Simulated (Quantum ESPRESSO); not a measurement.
## Zn4S3O (input and log of a self-consistent run)

Simulated, not a measurement. The program is pw.x of Quantum ESPRESSO 7.5 (plane-wave density functional theory). The cell is made up: 8 atoms on a zincblende/diamond lattice, with randomly drawn elements, strain and displacements, not relaxed. PseudoDojo standard norm-conserving files (v0.5 for PBE, v0.4.1 for LDA and PBEsol) set the functional; there is no spin polarisation, spin-orbit coupling or dispersion term, and the masses in the input are unused placeholders.

Input:

```
&control calculation='scf', pseudo_dir='./dojo.nc.sr.pbe.v0_5.standard.upf', outdir='./o', disk_io='medium', tprnfor=.true., tstress=.true. /
&system ibrav=0, nat=8, ntyp=3, nbnd=58, ecutwfc=84.00895049, nosym=.true., tot_charge=0,
 occupations='smearing', smearing='fd', degauss=0.0018374661
/
&electrons conv_thr=7.350e-09, electron_maxstep=60, /
ATOMIC_SPECIES
O 1.0 O.upf
S 1.0 S.upf
Zn 1.0 Zn.upf
CELL_PARAMETERS angstrom
5.7653 -0.0106 0.0371
-0.0106 5.6798 0.063
0.0371 0.063 5.7671
ATOMIC_POSITIONS angstrom
Zn -0.1416 -0.0223 -0.1867
Zn -0.0637 2.8619 2.9716
Zn 3.1478 -0.1622 2.8579
Zn 2.8864 2.7534 0.0291
S 1.5181 1.409 1.4561
S 1.3701 4.4243 4.3131
O 4.4041 1.574 4.4346
S 4.1993 4.2488 1.447
K_POINTS automatic
4 4 4 1 1 1
```

The log is shortened where brackets say so; the opening notice, blank lines, dates and the lines on written files are dropped, and the path of the files is cut. It prints rydbergs, bohrs and kilobars, and counts compression as positive stress. With no partly filled state, the Fermi energy that it prints is only some level between the filled and the empty states on the mesh, and need not lie in the true gap.

```
     Program PWSCF v.7.5
     Parallel version (MPI & OpenMP), running on       1 processor cores
     Number of MPI processes:                 1
     Threads/MPI process:                     1
     [start-up lines left out]
     bravais-lattice index     =            0
     lattice parameter (alat)  =      10.8951  a.u.
     unit-cell volume          =    1274.1977 (a.u.)^3
     number of atoms/cell      =            8
     number of atomic types    =            3
     number of electrons       =       104.00
     number of Kohn-Sham states=           58
     kinetic-energy cutoff     =      84.0090  Ry
     charge density cutoff     =     336.0358  Ry
     scf convergence threshold =      7.3E-09
     mixing beta               =       0.7000
     number of iterations used =            8  plain     mixing
     Exchange-correlation= PBE
                           (   1   4   3   4   0   0   0)
     [axes and pseudopotential details left out]
   Cartesian axes
     site n.     atom                  positions (alat units)
         1        Zn     tau(   1) = (  -0.0245602  -0.0038679  -0.0323827  )
         2        Zn     tau(   2) = (  -0.0110486   0.4963898   0.5154170  )
         3        Zn     tau(   3) = (   0.5459784  -0.0281332   0.4956960  )
         4        Zn     tau(   4) = (   0.5006392   0.4775707   0.0050473  )
         5        S      tau(   5) = (   0.2633108   0.2443877   0.2525571  )
         6        S      tau(   6) = (   0.2376406   0.7673843   0.7480970  )
         7        O      tau(   7) = (   0.7638807   0.2730066   0.7691708  )
         8        S      tau(   8) = (   0.7283586   0.7369443   0.2509787  )
     number of k points=    32  Fermi-Dirac smearing, width (Ry)=  0.0018
                       cart. coord. in units 2pi/alat
        k(    1) = (   0.1244439   0.1257548   0.1227895), wk =   0.0625000
        k(    2) = (   0.1228302   0.1229791   0.3727578), wk =   0.0625000
     [further k points left out]
     Dense  grid:   132571 G-vectors     FFT dimensions: (  64,  64,  64)
     Estimated max dynamical RAM per process >     194.82 MB
     Initial potential from superposition of free atoms
     starting charge     103.9994, renormalised to     104.0000
     Starting wfcs are   56 randomized atomic wfcs +    2 random wfcs
     total cpu time spent up to now is       31.7 secs
     per-process dynamical memory:   111.3 Mb
     Self-consistent Calculation
     iteration #  1     ecut=    84.01 Ry     beta= 0.70
     Davidson diagonalization with overlap
     ethr =  1.00E-02,  avg # of iterations =  4.3
     total cpu time spent up to now is      100.2 secs
     total energy              =   -1770.96180053 Ry
     estimated scf accuracy    <       1.20238622 Ry
     iteration #  2     ecut=    84.01 Ry     beta= 0.70
     Davidson diagonalization with overlap
     ethr =  1.16E-03,  avg # of iterations =  6.0
     total cpu time spent up to now is      186.8 secs
     total energy              =   -1770.18484063 Ry
     estimated scf accuracy    <       8.54662623 Ry
     iteration #  3     ecut=    84.01 Ry     beta= 0.70
     Davidson diagonalization with overlap
     ethr =  1.16E-03,  avg # of iterations =  4.3
     total cpu time spent up to now is      272.1 secs
     total energy              =   -1771.56484104 Ry
     estimated scf accuracy    <       0.57351750 Ry
     iteration #  4     ecut=    84.01 Ry     beta= 0.70
     Davidson diagonalization with overlap
     ethr =  5.51E-04,  avg # of iterations =  2.0
     total cpu time spent up to now is      340.3 secs
     total energy              =   -1771.60574321 Ry
     estimated scf accuracy    <       0.07434172 Ry
     iteration #  5     ecut=    84.01 Ry     beta= 0.70
     Davidson diagonalization with overlap
     ethr =  7.15E-05,  avg # of iterations =  2.6
     total cpu time spent up to now is      389.5 secs
     total energy              =   -1771.60450422 Ry
     estimated scf accuracy    <       0.01700117 Ry
     [iterations 6 to 7 left out]
     iteration #  8     ecut=    84.01 Ry     beta= 0.70
     Davidson diagonalization with overlap
     ethr =  1.06E-07,  avg # of iterations =  2.0
     total cpu time spent up to now is      576.0 secs
     total energy              =   -1771.60742251 Ry
     estimated scf accuracy    <       0.00000764 Ry
     iteration #  9     ecut=    84.01 Ry     beta= 0.70
     Davidson diagonalization with overlap
     ethr =  7.34E-09,  avg # of iterations =  2.5
     total cpu time spent up to now is      641.3 secs
     total energy              =   -1771.60742398 Ry
     estimated scf accuracy    <       0.00000166 Ry
     iteration # 10     ecut=    84.01 Ry     beta= 0.70
     Davidson diagonalization with overlap
     ethr =  1.60E-09,  avg # of iterations =  2.0
     total cpu time spent up to now is      696.9 secs
     total energy              =   -1771.60742419 Ry
     estimated scf accuracy    <       0.00000018 Ry
     iteration # 11     ecut=    84.01 Ry     beta= 0.70
     Davidson diagonalization with overlap
     ethr =  1.68E-10,  avg # of iterations =  3.1
     total cpu time spent up to now is      756.8 secs
     total energy              =   -1771.60742425 Ry
     estimated scf accuracy    <       0.00000007 Ry
     iteration # 12     ecut=    84.01 Ry     beta= 0.70
     Davidson diagonalization with overlap
     ethr =  6.63E-11,  avg # of iterations =  2.0
     total cpu time spent up to now is      819.2 secs
     End of self-consistent calculation
          k = 0.1244 0.1258 0.1228 ( 16551 PWs)   bands (ev):
  -120.6693-120.3722-120.3391-120.3331 -74.8293 -74.8250 -74.8145 -74.5471
   -74.5320 -74.5093 -74.5007 -74.4989 -74.4943 -74.4898 -74.4634 -74.4523
   -11.0392  -7.8454  -7.1776  -6.6217  -1.8916  -1.7467  -1.6879  -1.6085
    -1.5787  -1.4540  -1.4233  -1.4021  -1.3690  -1.3382  -1.3341  -1.2993
    -1.2804  -1.2658  -1.2260  -1.2068  -1.1919  -1.1447  -1.1350  -1.1139
     0.4280   0.7490   0.8719   2.2889   2.5276   2.7138   2.9176   3.0148
     3.1503   3.4109   3.9454   4.1842   5.6522   7.7624   8.2190   8.2882
     8.5000   8.6724
     [levels at the other k points left out]
     the Fermi energy is     5.1150 ev
!    total energy              =   -1771.60742426 Ry
     estimated scf accuracy    <          5.3E-10 Ry
     smearing contrib. (-TS)   =      -0.00000000 Ry
     internal energy E=F+TS    =   -1771.60742426 Ry
     The total energy is F=E-TS. E is the sum of the following terms:
     one-electron contribution =   -1545.69227454 Ry
     hartree contribution      =     784.02384392 Ry
     xc contribution           =    -206.30965913 Ry
     ewald contribution        =    -803.62933451 Ry
     convergence has been achieved in  12 iterations
     Forces acting on atoms (cartesian axes, Ry/au):
     atom    1 type  3   force =    -0.00646455    0.04020216   -0.00264738
     atom    2 type  3   force =    -0.00291769   -0.02352819    0.01395685
     atom    3 type  3   force =    -0.04819510    0.04801792    0.02420426
     atom    4 type  3   force =     0.00195996   -0.01993643   -0.01665542
     atom    5 type  2   force =    -0.01329793    0.00015717    0.00227763
     atom    6 type  2   force =     0.01400771   -0.02076487   -0.00138174
     atom    7 type  1   force =     0.01019599   -0.00733265   -0.00327582
     atom    8 type  2   force =     0.04471160   -0.01681511   -0.01647839
     Total force =     0.108849     Total SCF correction =     0.000175
     Computing stress (Cartesian axis) and pressure
          total   stress  (Ry/bohr**3)                   (kbar)     P=     -102.83
  -0.00072982   0.00002442   0.00000972         -107.36        3.59        1.43
   0.00002442  -0.00067041   0.00005600            3.59      -98.62        8.24
   0.00000972   0.00005600  -0.00069682            1.43        8.24     -102.51
     init_run     :     29.95s CPU     31.59s WALL (       1 calls)
     electrons    :    741.81s CPU    787.50s WALL (       1 calls)
     forces       :     11.85s CPU     12.11s WALL (       1 calls)
     stress       :     40.92s CPU     42.16s WALL (       1 calls)
     [timing details left out]
     PWSCF        :  13m44.96s CPU  14m35.56s WALL
     JOB DONE.
```

In other units: free energy -24103.947 eV for the cell, pressure -10.28 GPa, largest force component 1.239 eV/Å. A rerun of this cell at 1437 eV and a 6 x 6 x 6 mesh moved values by no more than 0.002 eV in energy, 0.02 GPa in stress and 0.003 eV/Å in force.